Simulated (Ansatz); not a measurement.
## Magnetic order of K2NiF4 at several levels

```yaml
crystal:
  lattice:
    - [-4.00600, 4.00600, 13.07600]
    - [2.00300, -2.00300, 6.53800]
    - [2.00300, 2.00300, -6.53800]
  atoms:
    - { symbol: K, position: [0.17600, 0.35200, 0.00000] }
    - { symbol: K, position: [0.32400, 0.64800, 0.00000] }
    - { symbol: Ni, position: [0.00000, 0.00000, 0.00000] }
    - { symbol: F, position: [0.07550, 0.15100, 0.00000] }
    - { symbol: F, position: [0.42450, 0.84900, 0.00000] }
    - { symbol: F, position: [0.00000, 0.50000, 0.50000] }
    - { symbol: F, position: [0.25000, 0.00000, 0.50000] }
    - { symbol: K, position: [0.67600, 0.35200, 0.00000] }
    - { symbol: K, position: [0.82400, 0.64800, 0.00000] }
    - { symbol: Ni, position: [0.50000, 0.00000, 0.00000] }
    - { symbol: F, position: [0.57550, 0.15100, 0.00000] }
    - { symbol: F, position: [0.92450, 0.84900, 0.00000] }
    - { symbol: F, position: [0.50000, 0.50000, 0.50000] }
    - { symbol: F, position: [0.75000, 0.00000, 0.50000] }
```

The same starts (parallel, antiparallel patterns that fit this cell, and no moments) were run with plane-wave PAW DFT (Ansatz 0.2.0; atoms fixed, collinear spin, no spin-orbit coupling; 4×8×8 Γ-centred mesh, fermi-dirac occupations of width 0.050 eV) at these levels: r2SCAN, 500 eV; r2SCAN with U_eff = 2.5 eV on Ni d (all-electron-ortho-atomic projectors), 500 eV.

Question: Which order does each level favour, and how strongly?

Answer: The runs give, at zero smearing:

| level | lowest state | mean moment on Ni (μB) | parallel less best compensated antiparallel (meV per Ni) | gain over no moments (meV per Ni) |
| --- | --- | --- | --- | --- |
| r2SCAN | antiparallel, compensated | 1.70 | +41 | 1549 |
| r2SCAN + U | antiparallel, compensated | 1.74 | +26 | 2445 |

Site moments are taken in small spheres that don't touch (radius about 0.4 of the atom's shortest bond), so those of the magnetic atoms read low. Both levels favour antiparallel moments: the difference runs from +26 to +41 meV per Ni. The U weakens the coupling, as expected where exchange goes by hopping and scales with the inverse of the on-site repulsion.

The cell is that of a Crystallography Open Database entry, unchanged but doubled along one cell vector so that moments can oppose.

Caveats: only orders that fit this cell were tried, so the true order may need a larger cell or canted moments; atoms and cell are held at the entry's values; differences under about 5 meV per magnetic atom weren't tested against a denser mesh or another U, and are taken as unresolved; the U is a value in common use, not computed for this crystal; the state without moments isn't the paramagnet, so the last column is no ordering energy, and a U inflates it.
